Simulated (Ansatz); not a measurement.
Calculated B-11 NMR of the central transition for BN

Cell: an entry of the Crystallography Open Database (COD), ions relaxed with PBE at fixed cell.

```cif
data_structure
_symmetry_space_group_name_H-M 'P 1'
_symmetry_Int_Tables_number 1
_cell_length_a 2.4982
_cell_length_b 2.4982
_cell_length_c 6.6357
_cell_angle_alpha 90.000
_cell_angle_beta 90.000
_cell_angle_gamma 120.000
_cell_volume 35.87
loop_
_atom_site_label
_atom_site_type_symbol
_atom_site_fract_x
_atom_site_fract_y
_atom_site_fract_z
_atom_site_occupancy
B1 B 0.33333 0.66667 0.25000 1
B2 B 0.66667 0.33333 0.75000 1
N3 N 0.33333 0.66667 0.75000 1
N4 N 0.66667 0.33333 0.25000 1
```

Atoms are numbered from 1 in the order listed; like atoms form one site, named after its first atom.

Level of theory: DFT, r2SCAN, plane waves and PAW, scalar-relativistic, 500 eV cutoff, Γ-centred 14×14×5 k-points, Fermi–Dirac smearing 0.02 eV (Ansatz 0.2.0).

B-11 has I = 3/2 and Q = 40.59 mb (Pyykkö 2018); at 18.8 T its Larmor frequency is ν₀ = 256.9 MHz. Only the quadrupole interaction is simulated: positions count from each site's isotropic chemical shift, and J coupling is left out, as are shift anisotropy and dipolar coupling, which fast spinning averages.

Q: What does the B-11 spectrum (fast magic-angle spinning) show for each site?

A: 

| site | first shell | C_Q (MHz) | η | P_Q (MHz) | δ_QIS (ppm) | breadth (kHz) |
| --- | --- | --- | --- | --- | --- | --- |
| B | 3 N at 1.44 Å | 2.90 | 0.00 | 2.90 | -3.19 | 1.76 |

δ_QIS = −(ν_Q²/30ν₀²)[I(I+1) − 3/4](1 + η²/3) × 10⁶ ppm with ν_Q = 3|C_Q|/[2I(2I−1)]; it falls as 1/B₀² in ppm, and the breadth as 1/B₀ in kHz.

An axis of threefold or higher order runs through B, so V_zz lies along it and η is zero.

Hardware: 4 threads of Arm Neoverse N1 (aarch64; 8 cores open to the job, memory cap 8.0 GiB, no GPU), a shared host with a load of 0.3 a core. Wall time 3.2 s, CPU time 11 s, peak memory 0.43 GiB.
